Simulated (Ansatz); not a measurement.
# Stationary points along a deformation path in Sr

All numbers below come from Ansatz, DFT r2SCAN, scalar-relativistic, plane waves, PAW. Settings: plane waves to 500 eV, k-mesh 16×16×16 (Γ-centred), Gaussian smearing 0.15 eV. No spin polarisation. Energies are free energies at this smearing, counted from the undisturbed cell; pressure is positive in compression.

Zero of the scan (as given, not relaxed at this level; it stands at -0.2 GPa; this bcc form isn't the usual structure):

```yaml
crystal:
  lattice:
    - [-2.42500, 2.42500, 2.42500]
    - [2.42500, -2.42500, 2.42500]
    - [2.42500, 2.42500, -2.42500]
  atoms:
    - { symbol: Sr, position: [0.00000, 0.00000, 0.00000] }
```

At fixed volume and fractional coordinates, lengths along (0.577, 0.577, 0.577) are scaled against those across it; ρ is that ratio over its starting value. V = 57.042 Å³/atom. Δσ is the stress along the axis less the mean stress across it (compression positive).

| ρ | ΔE (meV/atom) | Δσ (GPa) | space group |
| --- | --- | --- | --- |
| 0.500 | 2251.2 | 25.71 | R-3m |
| 0.600 | 1180.4 | 21.82 | R-3m |
| 0.710 | 474.6 | 13.31 | R-3m |
| 0.850 | 86.7 | 5.10 | R-3m |
| 0.930 | 14.4 | 1.80 | R-3m |
| 1.000 | 0.0 | 0.00 | Im-3m |
| 1.080 | 13.4 | -1.45 | R-3m |
| 1.200 | 70.1 | -2.94 | R-3m |
| 1.410 | 200.3 | -3.51 | R-3m |
| 1.700 | 328.0 | -1.98 | R-3m |
| 2.000 | 366.7 | 0.00 | Pm-3m |

Problem. How does the stress give the slope of the energy, and where is the energy stationary?

Solution. Along the path d ln(length) is 2/3 d ln ρ on the axis and −1/3 d ln ρ across it, so dE/d ln ρ = −(2/3) V Δσ: the energy falls with ρ where Δσ is positive. Δσ vanishes or changes sign at ρ = 1.000 (Im-3m), a minimum at 0.0 meV/atom; at ρ = 2.000 (Pm-3m, an end of the scan), at 366.7 meV/atom. Pairs of stationary points between two samples would go unseen, and could change a minimum read from distant neighbours into a maximum. At ρ = 1.000, 2.000 the cell is cubic, where symmetry alone makes the stress isotropic and the slope zero.

Problem. Which shear constant sets the curvature at ρ = 1?

Solution. For a cubic crystal E/V = (2/3) C (ln ρ)² with C = C44, so Δσ = −2C ln ρ. The parabola of Δσ against ln ρ through ρ = 0.930, 1 and 1.080 gives C ≈ 10.9 GPa with the ions clamped, rough because the steps are large.

In a metal these slopes depend on the k mesh and the smearing.